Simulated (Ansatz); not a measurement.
Notes on NaF

```xyz
2
Lattice="0.0000 2.3593 2.3593 2.3593 0.0000 2.3593 2.3593 2.3593 0.0000" Properties=species:S:1:pos:R:3 pbc="T T T"
Na    0.0000    0.0000    0.0000
F     2.3593    2.3593    2.3593
```

Method: r2SCAN, no spin polarisation; PAW, plane waves to 500 eV, 9×9×9 Γ-centred mesh, fermi-dirac occupations (width 0.1 eV) (Ansatz 0.2.0), atoms fixed.

(1) What is the band gap?

(2) What do density and ELF say about some of the short contacts?

(3) What is the formation energy?

(4) Give the Bader charges.

(5) What does the stress say?

Origin: a database entry at a rescaled volume.

Answers

(1) The gap is 6.84 eV, direct at the points sampled.

(2) Na–F at 2.36 Å: least valence density 0.11 e/Å³ and ELF 0.02 there, a closed-shell (ionic or weak) contact. These are pseudo-fields; inside the PAW spheres they differ from the all-electron ones.

(3) -2.94 eV an atom against the elements' usual phases (free molecules for gases, crystals otherwise, with no correction for O₂ or N₂), so it is bound against them; other compounds may still compete. Relaxing would lower it.

(4) Bader charges in e: Na +0.90, F -0.90. In the mean Na gives up most and F takes most.

(5) The pressure is -3.6 GPa (compression positive), so with the atoms held at these fractions the cell would first shrink.
